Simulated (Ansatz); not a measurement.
SiO$_{2}$ (alpha-cristobalite type, space group P4_12_12)

```
SiO2
1.0
    5.02890     0.00000     0.00000
    0.00000     5.02890     0.00000
    0.00000     0.00000     7.01076
Si O
4 8
Cartesian
  1.49859   1.49859   0.00000
  4.01304   1.01586   5.25807
  1.01586   4.01304   1.75269
  3.53031   3.53031   3.50538
  1.20497   0.51182   1.24979
  3.71942   2.00262   4.00828
  1.30948   3.02627   0.50290
  3.82393   4.51707   4.75517
  4.51707   3.82393   2.25559
  2.00262   3.71942   3.00248
  3.02627   1.30948   6.50786
  0.51182   1.20497   5.76097
```

The slice is a (0 -1 1) plane (indices of the conventional cell) through the point (0.602, 0.260, 0.928) (fractional), spanned by u = [100] and v = [011] in vectors of this cell: u (5.03 Å) and v (8.63 Å, at 90° to u). It covers one period; positions are fractions (u, v).

Computed with PBEsol (plane waves to 420 eV, PAW, scalar-relativistic; Ansatz, an electronic-structure program). k mesh 5×5×4. These are valence fields of a PAW run, semicore shells included where kept as valence: close to a nucleus they are smooth pseudo fields. SiO2 was relaxed with its symmetry unable to fall. The PAW data are Ansatz's earlier set.

Question: Around which element is the density of the highest valence band (whole band, smooth part) largest on this plane?

Answer: O. Mean over a disc round each atom, of radius 0.45 times the shortest bond: O 0.039, Si 0.001 e/Å³.

Question: Around which element is the density of the lowest conduction band (whole band as if filled, smooth part) largest on this plane?

Answer: O. Mean over a disc round each atom, of radius 0.45 times the shortest bond: O 0.043, Si 0.015 e/Å³.

Question: Sketch the electrostatic potential energy of an electron, from the cell's mean on this plane as a map.

Answer: 
```tsv
v \ u	0.00	0.12	0.25	0.38	0.50	0.62	0.75	0.88
0.93	x	<-1.0	<-1.0	<-1.0	x	<-1.0	-0.5	1.6
0.86	<-1.0	x	x	<-1.0	x	4.5	5.7	4.8
0.79	1.5	<-1.0	<-1.0	0.6	5.9	7.0	6.6	5.6
0.71	3.4	x	x	5.0	6.5	6.9	6.8	6.2
0.64	0.7	<-1.0	1.3	5.5	6.4	6.9	6.8	5.1
0.57	<-1.0	x	<-1.0	4.1	5.5	5.6	<-1.0	<-1.0
0.50	<-1.0	x	<-1.0	1.3	2.6	0.1	x	x
0.43	<-1.0	<-1.0	x	x	<-1.0	<-1.0	x	x
0.36	4.7	4.6	1.7	2.2	<-1.0	<-1.0	0.2	4.7
0.29	6.1	6.6	6.8	5.6	2.8	1.0	3.7	5.6
0.21	6.2	6.8	6.8	6.1	4.5	0.2	1.3	4.7
0.14	5.5	7.0	6.6	5.3	0.2	<-1.0	<-1.0	<-1.0
0.07	x	4.6	6.0	4.4	<-1.0	x	x	<-1.0
0.00	x	x	2.1	2.8	<-1.0	x	x	x
```

Values: electrostatic potential energy of an electron, from the cell's mean, in eV. Points within 0.7 Å of a nucleus are blanked (x), as the pseudised field means little there. Values under -1 eV are set to -1. The zero, the cell's mean, hangs on the PAW cores.
